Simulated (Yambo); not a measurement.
Yambo input for ScF$_{3}$ (space group R32, No. 155) under isotropic strain of +2 % on all lattice vectors (a = b = c = 4.0972 Å, α = β = γ = 90.02°), on PBEsol (pw.x of Quantum ESPRESSO, ONCV potentials, no spin-orbit coupling) wavefunctions on a 8×8×8 mesh:

```
optics
chi
dipoles
kernel
FFTGvecs= 40 Ry
Chimod= "HARTREE"
NGsBlkXd= 4 Ry
% QpntsRXd
 1 | 1 |
%
% BndsRnXd
 2 | 53 |
%
GrFnTpXd= "R"
% EnRngeXd
 0.0 | 20.0 | eV
%
% DmRngeXd
 0.2 | 0.2 | eV
%
CGrdSpXd= 50
ETStpsXd= 161
% LongDrXd
 1.0 | 0.0 | 0.0 |
%
% XfnQP_E
 5.12 | 1.0 | 1.0 |
%
```

First lines of the file o-*.eps_q1_inv_rpa_dyson:

```
Absorption @ Q(1):   1.00000000     0.00000000     0.00000000    [q->0 direction]
#
# [ X ] Hartree size     :   87
# [GEN] GF Energies     : Perdew, Burke & Ernzerhof SOL(X)+Perdew, Burke & Ernzerhof SOL(C)+ user defined corrections @E
# [GEN] Green`s Function     : Retarded
#
# [GEN] Gauge     : Length
# [GEN] [r,Vnl] included     : yes
#
#    E[1] [eV]     Im(eps)     Re(eps)     Im(eps_o)     Re(eps_o)
#
     0.000000     0.21017E-17     1.811826     -0.63172E-20     1.869588
     0.125000     0.154150E-3     1.811875     0.161640E-3     1.869639
     0.250000     0.308447E-3     1.812019     0.323434E-3     1.869790
     0.375000     0.463038E-3     1.812260     0.485532E-3     1.870043
     0.500000     0.618070E-3     1.812597     0.648091E-3     1.870397
     0.625000     0.773694E-3     1.813032     0.811264E-3     1.870852
     0.750000     0.930059E-3     1.813564     0.975208E-3     1.871410
     0.875000     0.001087     1.814194     0.001140     1.872071
     1.000000     0.001246     1.814922     0.001306     1.872834
     1.125000     0.001405     1.815750     0.001473     1.873702
     1.250000     0.001566     1.816677     0.001642     1.874675
     1.375000     0.001728     1.817706     0.001812     1.875753
     1.500000     0.001893     1.818836     0.001984     1.876938
     1.625000     0.002059     1.820070     0.002158     1.878232
     1.750000     0.002227     1.821408     0.002334     1.879634
     1.875000     0.002397     1.822851     0.002513     1.881147
     2.000000     0.002570     1.824402     0.002694     1.882773
     2.125000     0.002745     1.826061     0.002877     1.884512
     2.250000     0.002923     1.827831     0.003064     1.886367
     2.375000     0.003104     1.829712     0.003254     1.888339
     2.500000     0.003289     1.831708     0.003447     1.890431
     2.625000     0.003477     1.833821     0.003644     1.892645
     2.750000     0.003669     1.836051     0.003845     1.894983
     2.875000     0.003865     1.838403     0.004050     1.897448
     3.000000     0.004065     1.840878     0.004259     1.900041
     3.125000     0.004269     1.843480     0.004473     1.902768
     3.250000     0.004479     1.846211     0.004693     1.905629
     3.375000     0.004693     1.849074     0.004917     1.908629
     3.500000     0.004914     1.852073     0.005148     1.911771
     3.625000     0.005140     1.855211     0.005384     1.915058
     3.750000     0.005372     1.858492     0.005628     1.918496
     3.875000     0.005611     1.861920     0.005878     1.922087
     4.000000     0.005857     1.865500     0.006135     1.925836
```
(The file goes on to the top of the energy range.) Convergence of the RPA response with its 8×8×8 mesh was not tested. The scissor comes from a G0W0 run whose convergence isn't established.

Geometry strained from the cell relaxed with PBEsol, atoms relaxed again.
